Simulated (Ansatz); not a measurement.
The relaxed structure here is a generated cell of VSi2: the first start was made by a random draw of sites in a space group, and the end was not matched to a known phase here, so it may be hypothetical.

One stationary structure of VSi2. The numbers are results of PBEsol (plane waves to 420 eV, PAW, scalar-relativistic; Ansatz, an electronic-structure program), not measurements.

```cif
data_Si2V
_chemical_formula_sum 'Si2 V1'
_space_group_name_H-M_alt 'P 1'
_space_group_IT_number 1
_cell_length_a 4.53164
_cell_length_b 4.53164
_cell_length_c 4.53164
_cell_angle_alpha 45.488
_cell_angle_beta 45.488
_cell_angle_gamma 45.488
loop_
_space_group_symop_operation_xyz
  'x, y, z'
loop_
_atom_site_label
_atom_site_type_symbol
_atom_site_fract_x
_atom_site_fract_y
_atom_site_fract_z
_atom_site_occupancy
Si1 Si 0.71598 0.71598 0.71598 1
Si2 Si 0.28402 0.28402 0.28402 1
V1 V 0.50000 0.50000 0.50000 1
```

Determine the symmetry and give the standard cell with its independent sites.

Space group R-3m, hexagonal axes (No. 166); a = 3.504 Å, b = 3.504 Å, c = 12.165 Å, α = 90.00°, β = 90.00°, γ = 120.00°

```tsv
atom	site	symmetry	x	y	z
Si	6c	3m	0.0000	0.0000	0.2840
V	3b	-3m	0.0000	0.0000	0.5000
```

Give the shortest distances between elements (the closest pairs, up to four, under 3.6 Å).

Si–Si 2.35 Å; Si–V 2.48 Å; V–V 3.50 Å.

```json
{
 "volume_per_atom": "14.37 Å³",
 "density": "4.13 g/cm³",
 "band_gap": "zero (metallic)",
 "magnetic_moment": "zero (the starting moments vanished)"
}
```

No spin polarisation in the result: the starting moments vanished. The relaxed primitive cell holds an odd number of electrons. A magnetic state may lie lower.

The run could not lose the symmetry of its start: the end is stationary, and may be a saddle point rather than a minimum.
